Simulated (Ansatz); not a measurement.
# SiO$_{2}$: do energies and stresses tell the same story?

The calculation used Ansatz, DFT r2SCAN, scalar-relativistic, plane waves, PAW.

Plane waves to 500 eV, a k mesh through Γ of 6×6×4 on the computed 12-atom cell and Gaussian smearing (0.02 eV); no spin polarisation.

Relaxed cell: P4_32_12, a = 4.983 Å, b = 4.983 Å, c = 6.920 Å, α = 90.00°, β = 90.00°, γ = 90.00°, 12 atoms in the primitive cell. This form isn't the usual stable structure of the compound.

Energies at zero smearing and pressures from the stress tensor, at volumes with shape and atoms relaxed:
```json
{"V (Å³/atom)": "13.461", "E − E(first) (meV/atom)": "0.00", "P (GPa)": "1.010"}
{"V (Å³/atom)": "13.890", "E − E(first) (meV/atom)": "-1.97", "P (GPa)": "0.480"}
{"V (Å³/atom)": "14.320", "E − E(first) (meV/atom)": "-2.58", "P (GPa)": "0.000"}
{"V (Å³/atom)": "14.750", "E − E(first) (meV/atom)": "-2.02", "P (GPa)": "-0.424"}
{"V (Å³/atom)": "15.179", "E − E(first) (meV/atom)": "-0.45", "P (GPa)": "-0.775"}
```

Task: Check P = −dE/dV between neighbouring volumes, and get the bulk modulus from the pressures alone.

Result: With 1 eV/Å³ = 160.2 GPa:
| middle V (Å³/atom) | −ΔE/ΔV (GPa) | mean P (GPa) |
| --- | --- | --- |
| 13.676 | 0.736 | 0.745 |
| 14.105 | 0.227 | 0.240 |
| 14.535 | -0.210 | -0.212 |
| 14.964 | -0.585 | -0.599 |

The two differ by 0.014 GPa at most. The mean of two end pressures misses the average over a step by about ΔV² P″/12, up to 0.007 GPa here; with that taken off 0.021 GPa remains. Around V = 14.320 Å³/atom, the two neighbours give B = −V ΔP/ΔV = 14.320 × 0.904 / 0.859 = 15.1 GPa, against B0 = 14.5 GPa from the Birch–Murnaghan fit of the energies.